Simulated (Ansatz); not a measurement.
CdAu (CsCl type, Pm-3m), r²SCAN in the plane-wave PAW code Ansatz, all energies at zero smearing, with the estimated change up to a 700 eV cutoff added, with one set of potentials and settings (totals compare only within such a set). Cell of 2 atoms (1 Au, 1 Cd): -21432.110 eV.

| element | reference phase | E (eV/atom) |
|---|---|---|
| Au | Fm-3m, 1 atoms in the cell | -13163.5078 |
| Cd | P6_3/mmc, 2 atoms in the cell | -8268.1834 |

Formation energy per atom, worked out: (-21432.110 − 1×(-13163.5078) − 1×(-8268.1834))/2 = -0.209 eV/atom (-20 kJ per mol of atoms), at 0 K, without zero-point energy or fitted corrections.

The workflow started from an entry of the Crystallography Open Database (COD), which files this formula under 4 space groups. Its standing as an ambient phase is unchecked. The r²SCAN relaxation kept the symmetry of its start; its stability against distortions is not shown here. The references are the lowest solids computed at this level, not always the standard phases. Scalar-relativistic: spin–orbit coupling is off unless named, which matters more the heavier the elements.

Potentials: the later of the program's two PAW sets.
